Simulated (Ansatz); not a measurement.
AgW:
```cif
data_AgW
_chemical_formula_sum 'Ag1 W1'
_space_group_name_H-M_alt 'P 1'
_space_group_IT_number 1
_cell_length_a 3.74834
_cell_length_b 3.74834
_cell_length_c 3.74834
_cell_angle_alpha 60.000
_cell_angle_beta 60.000
_cell_angle_gamma 60.000
loop_
_space_group_symop_operation_xyz
  'x, y, z'
loop_
_atom_site_label
_atom_site_type_symbol
_atom_site_fract_x
_atom_site_fract_y
_atom_site_fract_z
_atom_site_occupancy
Ag1 Ag 0.00000 0.00000 0.00000 1
W1 W 0.50000 0.50000 0.50000 1
```

Relaxed with r²SCAN.

Tabulate the valence density and the electron localisation function along the shortest Ag–W contact (2.65 Å), the program Ansatz at the r²SCAN level (PAW).



```csv
distance from Ag (Å),density (e/Å³),ELF
0.27,16.35,0.78
0.40,11.89,0.68
0.53,7.55,0.58
0.66,4.17,0.48
0.80,2.02,0.38
0.93,0.98,0.30
1.06,0.60,0.26
1.19,0.46,0.30
1.33,0.42,0.34
1.46,0.47,0.35
1.59,0.63,0.37
1.72,1.07,0.49
1.86,1.97,0.66
1.99,3.30,0.76
2.12,4.68,0.75
2.25,5.39,0.60
2.39,5.03,0.28
```

The density is the valence pseudo-density with augmentation charge, so density and ELF within about 1 Å of a nucleus are not all-electron values.

Space group Fm-3m (rock salt). The start of the workflow was typed in or built on a structure type; neither database checked (COD, Materials Project) lists it. Whether it is the stable phase at ambient conditions was not checked. Symmetry was held in the r²SCAN relaxation. At this level the phase is mechanically unstable. No spin polarisation was allowed. Its formation energy is positive at this level, so the cell may be metastable or incomplete. Spin–orbit coupling is left out wherever it is not named.

Potentials: the later of the program's two PAW sets.
